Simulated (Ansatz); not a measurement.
# Birefringent crystals for wave plates and polarisers

A comparison from first-principles data. A wave plate or polarising prism needs a large difference between the ordinary and extraordinary index, and a gap wide enough to pass the light.

The yardstick is SiO2 (P3₁21, hP9). Wavelength 1310 nm, with the indices taken from ε∞; only gaps 0.6 eV or more above the photon energy were drawn.

Methods, by column (Ansatz, a plane-wave PAW program): ε∞ across c, ε∞ along c: r²SCAN, linear response; gap: HSE06, on its own or a semilocal cell. The D4 dispersion term is added in values of the rows Se. Cells of the HSE06 gaps: the r²SCAN+D4 cell for Se; its own cell for LiNbO3, HfSiO4, SiO2 (P3₁21, hP9), SiO2 (P3₂21, hP9), 4H-ZnO.

Working rules: n_o = √(ε∞ across c); n_e = √(ε∞ along c); Δn = n_e − n_o; zero-order plate = λ/(4|Δn|).

```csv
crystal,ε∞ across c,ε∞ along c,E_g (eV),n_o,n_e,Δn,quarter-wave plate (μm)
Se (trigonal Se type),8.116,13.05,1.67,2.8489,3.6125,0.7636,0.43
LiNbO3,4.985,4.732,5.13,2.2327,2.1753,−0.0574,5.7
HfSiO4 (I4₁/amd),3.638,3.843,7.24,1.9074,1.9604,0.0530,6.2
"SiO2 (P3₁21, hP9), reference",2.374,2.402,7.69,1.5408,1.5498,0.0090,36
"SiO2 (P3₂21, hP9)",2.374,2.402,7.69,1.5408,1.5498,0.0090,36
4H-ZnO,4.433,4.465,2.44,2.1055,2.1131,0.0076,43
```

Started from generated or typed cells, with no claim that the phase is known: 4H-ZnO. Runs started from generated or typed cells of the structure named: Se. Spin–orbit coupling is left out unless named; it moves the gap of Se, LiNbO3, HfSiO4 by under 0.05 eV.

The steps for LiNbO3:

n_o = √4.985 = 2.2327; n_e = √4.732 = 2.1753; Δn = 2.1753 − 2.2327 = −0.0574; plate thickness: 1310 nm/(4 × |−0.0574|) = 5.7 μm.

Arithmetic for SiO2 (P3₁21, hP9):

n_o = √2.374 = 1.5408; n_e = √2.402 = 1.5498; Δn = 1.5498 − 1.5408 = 0.0090; plate thickness: 1310 nm/(4 × |0.0090|) = 36 μm.

In order of plate thickness, thinnest first: Se (0.43 ± 0.035), LiNbO3 (5.7 ± 0.90) ≈ HfSiO4 (6.2 ± 0.94), SiO2 (P3₁21, hP9) (36 ± 22) ≈ SiO2 (P3₂21, hP9) (36 ± 22) ≈ 4H-ZnO (43 ± 43). The ± follows from allowances picked for this note (ε∞ across c 0.5 %, ε∞ along c 0.5 %, 8 % for the model), carried to first order and added in quadrature; ≈ joins neighbours closer than their two ± added in quadrature. 3 of the 5 others clearly beat the reference on this figure.

Positive uniaxial (n_e over n_o): Se, HfSiO4, SiO2 (P3₁21, hP9), SiO2 (P3₂21, hP9), 4H-ZnO. Negative: LiNbO3.

ε∞ is the long-wavelength electronic value; dispersion raises indices towards the gap. A plate needs the c axis in its plane, while layered crystals cleave across c. Where several phases of a formula are at hand, those over 0.1 eV/atom above the lowest were not drawn (by r²SCAN where it compared them, else by the largest value; a layered or molecular lowest phase counts only with a dispersion term); other phases could lie lower still. Crystals of Pb, Bi, Tl or Hg, those whose gap spin–orbit coupling moves by over 0.3 eV, and those of Te, I or Sb with no such test at hand were not drawn. Rows were sampled with a lean to familiar crystals, related or not, whatever their agreement with measurement; tables with many equal figures were not kept. Limits of the draw: |Δn| over 0.006; no unfamiliar magnets, and cubic perovskites only if shown or known to be stable. As a rule kept out of such tables: 4f compounds, open-shell compounds run without a Hubbard term, cells found unstable in the tests at hand, cells close to a higher symmetry, and runs set to a pressure or over 12 % in volume from the crystal's fullest run.
